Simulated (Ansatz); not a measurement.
**Zr$_{3}$TiC$_{4}$: relaxed-ion elastic tensor**

The calculation used Ansatz, DFT PBE, scalar-relativistic, plane waves, PAW. Plane waves to 420 eV; Γ-centred k mesh 8×8×12; Fermi-Dirac smearing of 0.15 eV. No spin polarisation.

Equilibrium structure at this level:
```
CELL_PARAMETERS angstrom
3.26905 -4.62209 0.00000
3.26905 4.62209 0.00000
0.00000 0.00000 3.27549
ATOMIC_POSITIONS crystal
Zr 0.00000 0.00000 0.00000
Zr 0.00000 0.50000 0.50000
Zr 0.50000 0.00000 0.50000
Ti 0.50000 0.50000 0.00000
C 0.25490 0.74510 0.00000
C 0.74510 0.25490 0.00000
C 0.25959 0.25959 0.50000
C 0.74041 0.74041 0.50000
```

It was reached by relaxing an invented guess, and it needn't be the stable form of this composition. In a metal, frequencies and elastic constants depend on the k mesh and the smearing, soft modes and shear constants most.

Question: Give the relaxed-ion elastic constants (GPa, Voigt order xx yy zz yz xz xy, on the Cartesian axes of the cell above).

Answer:
C11 = 437.7, C12 = 107.2, C13 = 128.7, C22 = 460.2, C23 = 107.8, C33 = 437.2, C44 = 154.8, C55 = 173.3, C66 = 153.8 GPa; the others vanish.

Question: Is the crystal stable against homogeneous strain?

Answer: Yes: the least eigenvalue of the tensor is 153.8 GPa.

Question: And the moduli of a polycrystal (Hill averages)?

Answer: B = 225 GPa, G = 162 GPa, E = 392 GPa, ν = 0.21.
